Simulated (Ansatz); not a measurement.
Fields on a plane of Sc (fcc, Cu type)

```
CELL_PARAMETERS angstrom
      0.00000     2.27638     2.27638
      2.27638     0.00000     2.27638
      2.27638     2.27638     0.00000
ATOMIC_POSITIONS crystal
  Sc 0.00000 0.00000 0.00000
```

The slice is a {111} plane (indices of the conventional cell) through the point (0.000, 0.000, 0.000) (fractional), spanned by u = [100] and v = [-1 2 0] in vectors of this cell: u (3.22 Å) and v (5.58 Å, at 90° to u). It covers one period; positions are fractions (u, v).

Atoms on it: Sc at (0.00, 0.00); Sc at (0.50, 0.50).

The numbers are results of PBEsol (plane waves to 420 eV, PAW, scalar-relativistic; Ansatz, an electronic-structure program), not measurements. k mesh 18×18×18. These are valence fields of a PAW run, semicore shells included where kept as valence: close to a nucleus they are smooth pseudo fields. Sc is run without spin polarisation. Sc was relaxed with its symmetry unable to fall. This is one of several known forms of Sc; the measured ambient cells at hand have space group No. 194.

```
|xxxxxxxxxx::**%%**::xxxxxxxx|
|xxxxxxxx  ==##%%##==  xxxxxx|
|xxxxxxxx::**%%@@%%**::xxxxxx|
|xxxx  ::++%%@@@@@@%%++::  xx|
|::--==**##%%@@@@@@%%##**==--|
|############################|
|@@@@%%##**==--::--==**##%%@@|
|@@@@%%++::  xxxxxx  ::++%%@@|
|@@%%**::xxxxxxxxxxxxxx::**%%|
|%%##==  xxxxxxxxxxxxxx  ==##|
|%%**::xxxxxxxxxxxxxxxxxx::**|
|##**..xxxxxxxxxxxxxxxxxx..**|
|%%**::xxxxxxxxxxxxxxxxxx::**|
|%%##==  xxxxxxxxxxxxxx  ==##|
|@@%%**::xxxxxxxxxxxxxx::**%%|
|@@@@%%++::  xxxxxx  ::++%%@@|
|@@@@%%##**==--::--==**##%%@@|
|############################|
|::--==**##%%@@@@@@%%##**==--|
|xxxx  ::++%%@@@@@@%%++::  xx|
|xxxxxxxx::**%%@@%%**::xxxxxx|
|xxxxxxxx  ==##%%##==  xxxxxx|
|xxxxxxxxxx::**%%**::xxxxxxxx|
|xxxxxxxxxx..**##**..xxxxxxxx|
```
Scale: ten equal steps from -1.00 (start of ' ') to 7.16 (end of '@'), in the order ' .:-=+*#%@'. Values: electrostatic potential energy of an electron, from the cell's mean, in eV. The map has 14 points along u (two characters each, u = 0 at the left) and 24 along v (v = 0 in the bottom row). Points within 1 Å of a nucleus are blanked (x), as the pseudised field means little there. Values under -1 eV are set to -1. The zero, the cell's mean, hangs on the PAW cores.

```
|9999886633000000000033668899|
|9988774422000000000022447788|
|6666442211000000000011224466|
|3333221100000000000000112233|
|1100000000000000000000000000|
|0000000000000000000000000000|
|0000000000000011000000000000|
|0000000011223333332211000000|
|0000001122446666664422110000|
|0000002244778899887744220000|
|0000003366889999998866330000|
|0000113366999999999966331100|
|0000003366889999998866330000|
|0000002244778899887744220000|
|0000001122446666664422110000|
|0000000011223333332211000000|
|0000000000000011000000000000|
|0000000000000000000000000000|
|1100000000000000000000000000|
|3333221100000000000000112233|
|6666442211000000000011224466|
|9988774422000000000022447788|
|9999886633000000000033668899|
|9999996633110000001133669999|
```
Scale: ten equal steps from -0.92 (start of '0') to 0.87 (end of '9'), in the order '0123456789'. Values: log₁₀ of the valence density in e/Å³. The map has 14 points along u (two characters each, u = 0 at the left) and 24 along v (v = 0 in the bottom row). The scale is logarithmic, as a density can span decades between atoms and voids.

| Property | Value |
|---|---|
| Density on the Sc–Sc line (3.22 Å) at its midpoint | 0.12 e/Å³ |
| ELF at that point | 0.24 |
